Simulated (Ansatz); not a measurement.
CaO:
```yaml
crystal:
  lattice:
    - [0.00000, 2.60643, 2.60643]
    - [2.60643, 0.00000, 2.60643]
    - [2.60643, 2.60643, 0.00000]
  atoms:
    - { symbol: Ca, position: [0.00000, 0.00000, 0.00000] }
    - { symbol: O, position: [0.25000, 0.25000, 0.25000] }
```

Relaxed with r²SCAN. Special points in fractions of this cell's reciprocal vectors: Γ (0.000, 0.000, 0.000); X (0.500, 0.000, 0.500); U (0.625, 0.250, 0.625); K (0.375, 0.375, 0.750); L (0.500, 0.500, 0.500); W (0.500, 0.250, 0.750).

Question: List the band energies nearest the valence-band maximum at these points for DFT-r²SCAN in the program Ansatz with PAW potentials.

Answer: In eV from the valence-band maximum; about four levels below and three above (degenerate sets whole), none deeper than 8.9 eV; points with the same levels are listed once.

| k | below | above |
|---|---|---|
| Γ | -0.62 -0.62 -0.62 | 3.76 8.66 8.66 |
| X | -1.41 0.00 0.00 | 5.36 7.22 9.74 |
| U | -1.06 -0.27 -0.10 | 5.46 7.33 8.86 |
| L | -0.99 -0.36 -0.36 | 6.61 8.54 8.54 |
| W | -0.84 -0.55 0.00 | 5.40 7.04 9.25 |

Space group F-43m (zinc blende). The start of the workflow was typed in or built on a structure type; neither database checked (COD, Materials Project) lists it. It is not the phase usual at ambient conditions (space group No. 225). Symmetry was held in the r²SCAN relaxation; its stability against distortions is not shown here.

Potentials: the later of the program's two PAW sets.
